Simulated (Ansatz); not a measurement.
TiSeS:
```yaml
crystal:
  lattice:
    - [3.47773, 0.00000, 0.00000]
    - [-1.73887, 3.01181, 0.00000]
    - [0.00000, 0.00000, 5.99169]
  atoms:
    - { symbol: Ti, position: [0.33333, 0.66667, 0.98559] }
    - { symbol: Se, position: [0.66667, 0.33333, 0.25086] }
    - { symbol: S, position: [0.00000, 0.00000, 0.76355] }
```

Relaxed with r²SCAN+D4. Special points in fractions of this cell's reciprocal vectors: Γ (0.000, 0.000, 0.000); M (0.500, 0.000, 0.000); K (0.333, 0.333, 0.000); A (0.000, 0.000, 0.500); L (0.500, 0.000, 0.500); H (0.333, 0.333, 0.500).

List the band energies nearest the Fermi level at these points for r²SCAN+D4 with spin–orbit coupling (plane waves, PAW; program Ansatz).

In eV from the Fermi level; about four levels below and three above (degenerate sets whole), none deeper than 8.9 eV; points with the same levels are listed once.

| k | below | above |
|---|---|---|
| Γ | -3.13 -3.13 -0.55 -0.55 | 0.05 0.05 0.23 0.23 |
| M | -2.77 -2.77 -1.62 -1.62 | 0.15 0.15 1.38 1.38 |
| K | -2.90 -2.74 -2.74 -2.69 | 1.09 1.10 1.47 |
| A | -2.66 -2.66 -0.12 -0.12 | 0.10 0.10 0.38 0.38 0.38 0.38 |
| L | -1.38 -1.38 -0.05 -0.05 | 1.38 1.38 1.75 1.75 |
| H | -2.58 -2.51 -2.50 -2.48 | 1.09 1.09 1.29 |

Space group P3m1. The first step of the workflow began from a Materials Project structure, measured or hypothetical; the Crystallography Open Database copy checked does not list it. Whether it is the stable phase at ambient conditions was not checked. Symmetry was held in the r²SCAN+D4 relaxation; whether a distortion lowers the energy is not shown. The run is not spin-polarised.

Potentials: the later of the program's two PAW sets.
